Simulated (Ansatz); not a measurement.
Relaxation of a relaxed Bi2Se3 cell with one Bi and one Se atom exchanged in a cell of 5 atoms; 5 atoms in the cell, which starts as R3m, hexagonal axes (No. 160), hR5; a = b = 4.1895 Å, c = 31.4056 Å, α = β = 90.00°, γ = 120.00°. All values below come from PBE (plane waves to 420 eV, PAW, scalar-relativistic; Ansatz, a quantum-chemistry and plane-wave program). Γ-centred k-mesh 7×7×7 on the run's cell (coarser than for final values), Fermi–Dirac smearing 0.05 eV. This is the first round of the run. 

The optimiser's lines from the output (shortened; P is positive under compression):

```
relax step   1: F+E_penalty+E_count = -41204.07894588 eV  Δ(F+E_penalty+E_count) = +0.000e0 eV  max|allowed force component| = 2.496e0 eV/Å  Δτ_max = 0.0000 Å  P = +0.338 GPa  Ω = 159.125 Å³  (13 SCF iters, dr2 threshold 1.00e-7 eV, accepted)
relax step   2: F+E_penalty+E_count = -41204.77899047 eV  Δ(F+E_penalty+E_count) = -7.000e-1 eV  max|allowed force component| = 1.053e0 eV/Å  Δτ_max = 0.1949 Å  P = -2.297 GPa  Ω = 158.716 Å³  (7 SCF iters, dr2 threshold 5.00e-7 eV, accepted)
relax step   3: F+E_penalty+E_count = -41205.07257028 eV  Δ(F+E_penalty+E_count) = -2.936e-1 eV  max|allowed force component| = 2.584e-1 eV/Å  Δτ_max = 0.1946 Å  P = -0.386 GPa  Ω = 146.990 Å³  (7 SCF iters, dr2 threshold 5.00e-7 eV, accepted)
relax step   4: F+E_penalty+E_count = -41205.16591037 eV  Δ(F+E_penalty+E_count) = -9.334e-2 eV  max|allowed force component| = 3.204e-1 eV/Å  Δτ_max = 0.1956 Å  P = +0.066 GPa  Ω = 142.685 Å³  (7 SCF iters, dr2 threshold 5.00e-7 eV, accepted)
relax step   5: F+E_penalty+E_count = -41205.24955228 eV  Δ(F+E_penalty+E_count) = -8.364e-2 eV  max|allowed force component| = 3.288e-1 eV/Å  Δτ_max = 0.1180 Å  P = +0.561 GPa  Ω = 139.029 Å³  (7 SCF iters, dr2 threshold 5.00e-7 eV, accepted)
relax step   6: F+E_penalty+E_count = -41205.27835710 eV  Δ(F+E_penalty+E_count) = -2.880e-2 eV  max|allowed force component| = 5.518e-1 eV/Å  Δτ_max = 0.1681 Å  P = +1.508 GPa  Ω = 134.969 Å³  (9 SCF iters, dr2 threshold 5.00e-7 eV, accepted)
relax step   7: F+E_penalty+E_count = -41205.37818882 eV  Δ(F+E_penalty+E_count) = -9.983e-2 eV  max|allowed force component| = 3.780e-1 eV/Å  Δτ_max = 0.1866 Å  P = -0.135 GPa  Ω = 137.493 Å³  (9 SCF iters, dr2 threshold 5.00e-7 eV, accepted)
relax step   8: F+E_penalty+E_count = -41205.50141787 eV  Δ(F+E_penalty+E_count) = -1.232e-1 eV  max|allowed force component| = 2.507e-1 eV/Å  Δτ_max = 0.1954 Å  P = +1.438 GPa  Ω = 136.242 Å³  (10 SCF iters, dr2 threshold 5.00e-7 eV, accepted)
relax step   9: F+E_penalty+E_count = -41205.51265362 eV  Δ(F+E_penalty+E_count) = -1.124e-2 eV  max|allowed force component| = 1.282e-1 eV/Å  Δτ_max = 0.1122 Å  P = -1.048 GPa  Ω = 143.659 Å³  (8 SCF iters, dr2 threshold 5.00e-7 eV, accepted)
relax step  10: F+E_penalty+E_count = -41205.53944112 eV  Δ(F+E_penalty+E_count) = -2.679e-2 eV  max|allowed force component| = 1.156e-1 eV/Å  Δτ_max = 0.0464 Å  P = +0.264 GPa  Ω = 139.900 Å³  (8 SCF iters, dr2 threshold 5.00e-7 eV, accepted)
relax step  11: F+E_penalty+E_count = -41205.54488159 eV  Δ(F+E_penalty+E_count) = -5.440e-3 eV  max|allowed force component| = 4.173e-2 eV/Å  Δτ_max = 0.0256 Å  P = -0.127 GPa  Ω = 140.510 Å³  (6 SCF iters, dr2 threshold 5.00e-7 eV, accepted)
relax step  12: F+E_penalty+E_count = -41205.54533404 eV  Δ(F+E_penalty+E_count) = -4.524e-4 eV  max|allowed force component| = 7.654e-3 eV/Å  Δτ_max = 0.0088 Å  P = +0.022 GPa  Ω = 140.318 Å³  (6 SCF iters, dr2 threshold 1.09e-7 eV, accepted)
relax step  13: F+E_penalty+E_count = -41205.54534324 eV  Δ(F+E_penalty+E_count) = -9.203e-6 eV  max|allowed force component| = 5.168e-4 eV/Å  Δτ_max = 0.0016 Å  P = -0.001 GPa  Ω = 140.353 Å³  (5 SCF iters, dr2 threshold 1.27e-9 eV, accepted)
relax step  14: F+E_penalty+E_count = -41205.54443330 eV  Δ(F+E_penalty+E_count) = +9.099e-4 eV  max|allowed force component| = 6.479e-4 eV/Å  Δτ_max = 0.0000 Å  P = -0.003 GPa  Ω = 140.353 Å³  stress off target by 6.32e-3 GPa  SCF on the basis re-selected at this cell (its energy is not comparable with the rows above)  (7 SCF iters)
```

From the first to the last row the energy changes by -0.29 eV/atom and the volume by -11.8 %. The last row is marked as not comparable with the walk above it, whose basis was carried along; it does compare with step 1, since both stand on a basis selected at the nominal cutoff for their own cell.

Later rounds, restarted from the end of this one on a renewed k-mesh, logged 6 more steps and released under 0.01 eV/atom more. The final structure after all rounds: R-3m, hexagonal axes (No. 166), hR5; a = b = 4.168 Å, c = 27.970 Å, α = β = 90.00°, γ = 120.00°. Between re-selections the logged energies stand on a plane-wave basis carried along with the cell. No spin polarisation in the result.

The run could not lose the symmetry of its start.

The first start was generated by placing the elements on the sites of a structure type. A measured structure of Bi2Se3 has the same space group, R-3m (No. 166); the sites were not compared with it.
